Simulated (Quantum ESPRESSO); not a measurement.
Strain and stress in Al2Mo3NbOs2

All numbers below are calculated, not measured. They come from Quantum ESPRESSO 7.5, a public plane-wave density functional program. Each row is one single-point run on a made-up periodic cell of eight metal atoms, with elements, volume, strain and displacements drawn at random and not relaxed, so a cell may be unstable or far from any real phase. There is no spin polarisation or spin-orbit coupling.

Settings: PBE unless stated; PseudoDojo standard norm-conserving files; Fermi-Dirac width 0.25 eV, which means electrons at about 2900 K; cutoff 1116 eV; 8 x 5 x 3 k mesh shifted half a step off Gamma. E is the free energy of the whole cell (internal energy minus TS), so a -TS column is already part of it. Stress is positive in tension, and the pressure P is minus a third of its trace.

Checks: one run of this series was repeated at a higher cutoff and on a denser mesh, which moved values by no more than 0.005 eV, 0.08 GPa and 0.010 eV/Å, and a second program with other atomic files agreed on it to 2 % rms in force and 0.5 GPa in pressure. Known limits: heavy elements are run without spin-orbit coupling, which real alloys of them have; a spin test at this wide smearing found no moment, but such smearing suppresses magnetism that the real alloy may have.

The lattice is hexagonal close-packed, and the cell vectors in Å are (-2.842, 0.000, 0.000); (0.000, 0.000, -4.604); (0.000, -9.844, 0.000), a volume of 128.80 Å³ in run 5. The elements on sites 1 to 8 are Os Mo Mo Os Mo Al Al Nb. Each run adds the same stretch e along x and y to one drawn cell, with the atoms carried along. E is counted from run 5.

| run | e (%) | s_xx (GPa) | s_yy (GPa) | s_zz (GPa) | s_xy (GPa) | P (GPa) | E (meV) |
|---|---|---|---|---|---|---|---|
| 1 | -1.78 | -7.95 | 0.53 | -1.69 | 0.33 | 3.04 | -38.9 |
| 2 | -1.43 | -6.09 | 2.26 | -0.46 | 0.33 | 1.43 | -54.6 |
| 3 | -1.00 | -3.92 | 4.29 | 1.00 | 0.32 | -0.46 | -60.7 |
| 4 | -0.57 | -1.86 | 6.21 | 2.41 | 0.32 | -2.25 | -52.7 |
| 5 | 0.26 | 1.87 | 9.67 | 5.01 | 0.31 | -5.51 | 0.0 |
| 6 | 0.55 | ? | ? | ? | ? | ? | ? |
| 7 | 2.46 | 10.16 | 17.28 | 11.10 | 0.29 | -12.85 | 353.6 |

## Worked fit

A parabola through the runs shown gives s_xx = 0.75 + 4.435 e - 0.248 e² GPa with e in per cent, an error of 0.006 on the linear term and a scatter of 0.02 GPa. The atoms are clamped and the cell is already under stress, so the slope belongs to this path and is not an elastic constant of a real alloy.

## Withheld run

Question: what s_xx should run 6 give?

The fit gives 3.11 ± 0.02 GPa. The calculation gave 3.08 GPa.
